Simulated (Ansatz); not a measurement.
Recipe of this trial structure of HoS4: random cell by space group and Wyckoff sites (P-3m1, No. 164). Its size is a rough estimate.

```cif
data_structure
_symmetry_space_group_name_H-M 'P 1'
_symmetry_Int_Tables_number 1
_cell_length_a 4.2566
_cell_length_b 4.2566
_cell_length_c 7.7203
_cell_angle_alpha 90.000
_cell_angle_beta 90.000
_cell_angle_gamma 120.000
_cell_volume 121.14
loop_
_atom_site_label
_atom_site_type_symbol
_atom_site_fract_x
_atom_site_fract_y
_atom_site_fract_z
_atom_site_occupancy
Ho1 Ho 0.00000 0.00000 0.50000 1
S1 S 0.00000 0.00000 0.81701 1
S2 S 0.00000 0.00000 0.18299 1
S3 S 0.33333 0.66667 0.11643 1
S4 S 0.66667 0.33333 0.88357 1
```

All numbers below come from DFT PBE, scalar-relativistic, plane waves, PAW, and for the lanthanide a 4f-in-core norm-conserving potential, in Ansatz. Cutoff 690 eV, Gaussian smearing, Γ-centred meshes. Cell and atoms relax first on a coarse mesh and then on a finer one. In between, the cell is made exact in the group found at 0.06 Å. In metals the finer mesh still leaves noise of several meV/atom or more. The steps can't lower the symmetry of their start. No spin polarisation.

A guess keeps its type if space group and coordination stay and the shape of the cell changes little (axis ratios within about 15 %, angles within 6°); the volume may change.

Problem. Will the relaxed cell still be of the starting type?

Solution. It doesn't keep its type. The symmetry stays P-3m1 (No. 164). The volume per atom grows by 22.5 %, from 24.2 to 29.7 Å³. The shortest distance goes from 2.45 Å (Ho–S) to 2.54 Å (Ho–S). The ratio c/a of the conventional cell changes by a factor of 1.20. Counting neighbours within 15 % of an atom's shortest distance, the start has Ho 2, S 3/4 and the end Ho 2, S 4/6. In detail, at the end Ho is surrounded by 2 S at 2.54 Å and 6 S at 2.98 Å; around S on its first site lie 1 Ho at 2.54 Å and 3 S at 2.62 Å; around S on its second site lie 3 S at 2.62 Å and 3 Ho at 2.98 Å.

Space group P-3m1 (No. 164). a = 4.281 Å, b = 4.281 Å, c = 9.348 Å, α = 90.00°, β = 90.00°, γ = 120.00°
```tsv
atom	site	symmetry	x	y	z
Ho	1b	-3m.	0.0000	0.0000	0.5000
S	2c	3m.	0.0000	0.0000	0.7721
S	2d	3m.	0.3333	0.6667	0.3215
```

The zero of energy is the elements' standard structures at the same level; no fitted shifts are applied.

Problem. At what energy does it end?

Solution. −0.10 eV/atom.

The last run used a 12×12×4 mesh (in the run's order of axes) for its 5-atom cell and Gaussian smearing of 0.10 eV. No dispersion correction is applied, so the spacing and binding between layers, chains or molecules are poorly described. An odd number of valence electrons (the lanthanide is held trivalent, its 4f shell in the core) allows no gap without spin; another valence of the lanthanide, a larger cell or a magnetic state could open one. The cell is a metal run without spin; a magnetic state may lie lower. The reference form of S is held partly by dispersion forces, which this level lacks. Symmetry constrained the relaxation, so the result can be a saddle point. Another cell of HoS4 relaxed alike, in P6/mmm, lies 184 meV/atom lower, so this cell isn't the stable form at this level.

The lanthanide is trivalent by construction, without f bands, f moments or other valences. The reference runs of the other elements, and any phases without the lanthanide, used 420 eV, which shifts energies against them by under 10 meV/atom. The lanthanide's reference is the lowest of its hcp, dhcp and fcc cells.

In counts of neighbours, a slash parts the counts of unlike sites.
